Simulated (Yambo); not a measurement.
PbTe (rock salt, space group Fm-3m, No. 225); a = 4.6257 Å, b = 4.6257 Å, c = 4.6257 Å, α = 60.00°, β = 60.00°, γ = 60.00°. With the G0W0 scissor the direct gap on the mesh is 1.18 eV.

### Question
Does this run resolve the lowest exciton, and if so, what are its energy and binding? (Yambo, PBEsol bands; 6×6×6 mesh, 3 valence and 6 conduction bands, static screening with 40 bands and a 4 Ry block, scissor 0.44 eV, Tamm-Dancoff.)

### Answer
No. The lowest state covers only about 4 of the 216 k points, so the mesh doesn't resolve it: its energy and its distance from the direct gap are mesh artefacts. An extended exciton needs a far denser mesh. The scissor comes from a G0W0 run whose convergence isn't established. Spin-orbit coupling is left out; with 6p states at a band edge it can lower the gap by many tenths of an eV, most of a small gap.

The standard potentials for Pb, Te keep a d shell in the valence without the s and p states of that shell. In tests on such compounds this moved G0W0 gaps by up to about 0.9 eV, so absolute quasiparticle energies here are unreliable; differences between settings are what counts.

Geometry of the Materials Project entry, not relaxed at this level.
